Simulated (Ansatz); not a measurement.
BaO (rock salt, space group No. 225), LDA in the plane-wave PAW code Ansatz: ε∞ = 4.28, cell volume 40.11 Å³. Infrared-active transverse modes:

```tsv
ω_TO (cm⁻¹)	oscillator strength S_xx (e²/amu)
86.0	0.5464
```

Q: Compute the static dielectric constant.

A: Each mode adds (4.921e7/V) S/ω²: 90.63. So ε0 = 94.9.

Q: What LO frequency does the Lyddane–Sachs–Teller relation give?

A: ω_LO = ω_TO √(ε0/ε∞) = 405 cm⁻¹.

Space group Fm-3m (rock salt). Symmetry was held in the LDA relaxation; phonons on a q-mesh show no instability. Spin–orbit coupling is left out wherever it is not named.

Potentials: the later of the program's two PAW sets.
